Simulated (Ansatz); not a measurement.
CdF$_{2}$:
```xyz
3
Lattice="0.0000 2.6958 2.6958 2.6958 0.0000 2.6958 2.6958 2.6958 0.0000" Properties=species:S:1:pos:R:3 pbc="T T T"
Cd     0.0000     0.0000     0.0000
F      1.3479     1.3479     1.3479
F      4.0436     4.0436     4.0436
```

This is the r²SCAN-relaxed structure.

Problem. All from DFT-r²SCAN in the program Ansatz with PAW potentials, unless another level is named. Give the vibrational entropy at 300 K.

Solution. 27.6 J/(K·mol of atoms).

Problem. Give the highest zone-centre frequency (without LO–TO term).

Solution. 312 cm⁻¹.

Problem. Predict the Debye temperature from the elastic constants.

Solution. 331 K.

Space group Fm-3m (fluorite). The cell was relaxed with r²SCAN under the symmetry of its start.

Potentials: the earlier of the program's two PAW sets. The files were generated under PBE; for other functionals the program regenerates the frozen cores, and for LDA and PBEsol the local potential too.
